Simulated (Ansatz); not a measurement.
**Band table of Cs (fcc type)**

```
CELL_PARAMETERS angstrom
0.00000 2.67734 2.67734
2.67734 0.00000 2.67734
2.67734 2.67734 0.00000
ATOMIC_POSITIONS crystal
Cs 0.00000 0.00000 0.00000
```

The cell comes from a relaxation on PAW files under the same functional, begun from a prototype that needn't be the stable phase.

All numbers are LDA results (scalar-relativistic) from Ansatz 0.2.0, with a Γ-centred 10×10×10 k mesh, Fermi–Dirac smearing of 0.1 eV, no spin polarisation. Methods: LAPW: all electrons, basis error target 1 meV/atom.

This run: volume at 0.4 of the series' base cell.

Spin–orbit coupling is left out, which matters for the heavy atoms.

Path points, in fractions of the reciprocal vectors: Γ (0.000, 0.000, 0.000), X (0.500, 0.000, 0.500), U (0.625, 0.250, 0.625), K (0.375, 0.375, 0.750), L (0.500, 0.500, 0.500), W (0.500, 0.250, 0.750). The distance column jumps between branches of the path. Levels in eV from the Fermi level; bands 9 to 15, counted from the lowest band of the run. The gap is zero, the pressure 5.44 GPa.

```
# k(1/Å) point b9 b10 b11 b12 b13 b14 b15
0.000 Γ -24.33 -9.49 -9.49 -9.49 -1.71 2.93 2.93
0.147 - -24.30 -9.63 -9.53 -9.53 -1.48 2.58 3.06
0.293 - -24.23 -10.01 -9.66 -9.66 -0.89 1.89 3.42
0.440 - -24.13 -10.50 -9.84 -9.84 -0.20 1.20 3.35
0.587 - -24.00 -11.00 -10.03 -10.03 0.03 0.59 3.22
0.733 - -23.87 -11.46 -10.22 -10.22 -0.38 0.11 4.01
0.880 - -23.75 -11.81 -10.38 -10.38 -0.90 -0.24 5.11
1.027 - -23.68 -12.04 -10.47 -10.47 -1.26 -0.45 6.04
1.173 X -23.65 -12.11 -10.51 -10.51 -1.39 -0.53 6.42
1.225 - -23.65 -12.11 -10.53 -10.51 -1.37 -0.50 6.35
1.277 - -23.65 -12.09 -10.57 -10.49 -1.30 -0.42 6.16
1.329 - -23.65 -12.06 -10.65 -10.48 -1.21 -0.29 5.88
1.381 - -23.65 -12.02 -10.75 -10.45 -1.10 -0.09 5.56
1.433 - -23.65 -11.96 -10.87 -10.42 -0.97 0.16 5.21
1.485 - -23.65 -11.90 -10.99 -10.38 -0.84 0.47 4.85
1.536 - -23.65 -11.82 -11.12 -10.34 -0.70 0.81 4.50
1.588 U -23.66 -11.74 -11.25 -10.29 -0.55 1.15 4.15
2.307 K -23.66 -11.74 -11.25 -10.29 -0.55 1.15 4.15
2.462 - -23.69 -11.55 -11.43 -10.13 -0.03 2.00 3.20
2.618 - -23.76 -11.68 -11.06 -9.96 0.58 2.11 2.44
2.774 - -23.86 -11.58 -10.66 -9.80 1.10 1.84 1.92
2.929 - -23.98 -11.26 -10.28 -9.67 0.69 1.67 2.33
3.085 - -24.11 -10.76 -9.95 -9.58 -0.06 1.73 3.02
3.240 - -24.22 -10.18 -9.69 -9.52 -0.83 2.08 3.23
3.396 - -24.30 -9.69 -9.54 -9.50 -1.46 2.61 3.01
3.551 Γ -24.33 -9.49 -9.49 -9.49 -1.71 2.93 2.93
3.678 - -24.31 -9.63 -9.50 -9.50 -1.54 2.72 2.99
3.805 - -24.26 -10.02 -9.54 -9.54 -1.11 2.33 3.14
3.932 - -24.18 -10.54 -9.60 -9.60 -0.62 2.15 3.26
4.059 - -24.08 -11.10 -9.67 -9.67 -0.37 2.40 3.18
4.187 - -23.98 -11.60 -9.74 -9.74 -0.38 2.96 2.96
4.314 - -23.90 -12.00 -9.79 -9.79 -0.49 2.75 2.75
4.441 - -23.84 -12.26 -9.83 -9.83 -0.58 2.60 2.60
4.568 L -23.82 -12.35 -9.84 -9.84 -0.61 2.55 2.55
4.671 - -23.81 -12.32 -9.91 -9.86 -0.50 2.28 2.63
4.775 - -23.79 -12.26 -10.11 -9.91 -0.18 1.77 2.88
4.879 - -23.76 -12.15 -10.39 -9.99 0.26 1.28 3.30
4.982 - -23.73 -12.00 -10.70 -10.12 0.75 0.87 3.49
5.086 - -23.70 -11.83 -10.99 -10.27 0.57 1.23 2.99
5.190 - -23.67 -11.65 -11.21 -10.43 0.38 1.68 2.59
5.294 - -23.65 -11.49 -11.36 -10.59 0.29 2.06 2.32
5.397 W -23.64 -11.41 -11.41 -10.66 0.26 2.23 2.23
5.471 - -23.64 -11.56 -11.26 -10.65 0.16 1.65 2.84
5.544 - -23.64 -11.70 -11.10 -10.64 -0.10 1.12 3.48
5.617 - -23.64 -11.82 -10.94 -10.61 -0.41 0.65 4.13
5.691 - -23.64 -11.92 -10.80 -10.58 -0.73 0.25 4.77
5.764 - -23.65 -12.00 -10.68 -10.56 -1.00 -0.08 5.37
5.837 - -23.65 -12.06 -10.59 -10.53 -1.21 -0.33 5.90
5.911 - -23.65 -12.10 -10.53 -10.51 -1.34 -0.48 6.28
5.984 X -23.65 -12.11 -10.51 -10.51 -1.39 -0.53 6.42
```
